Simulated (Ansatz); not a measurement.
ReW (L1₀ or tetragonal B2, P4/mmm), plane-wave PAW PBE (Ansatz code), all energies at zero smearing, with the estimated change up to a 700 eV cutoff added, with one set of potentials and settings (totals compare only within such a set). Cell of 2 atoms (1 W, 1 Re): -21254.784 eV.

| element | reference phase | E (eV/atom) |
|---|---|---|
| W | Im-3m, 1 atoms in the cell | -10385.9177 |
| Re | P6_3/mmc, 2 atoms in the cell | -10869.3024 |

Formation energy per atom, worked out: (-21254.784 − 1×(-10385.9177) − 1×(-10869.3024))/2 = 0.218 eV/atom (21 kJ per mol of atoms), at 0 K, without zero-point energy or fitted corrections.

A made-up cell: these elements were put on the sites of a structure type; neither database checked (COD, Materials Project) lists it. Whether it is the stable phase at ambient conditions was not checked. The PBE relaxation kept the symmetry of its start; its stability against distortions is not shown here. No spin polarisation was allowed. The references are the lowest solids computed at this level, not always the standard phases. Scalar-relativistic: spin–orbit coupling is off unless named, which matters more the heavier the elements.

Potentials: the earlier of the program's two PAW sets.
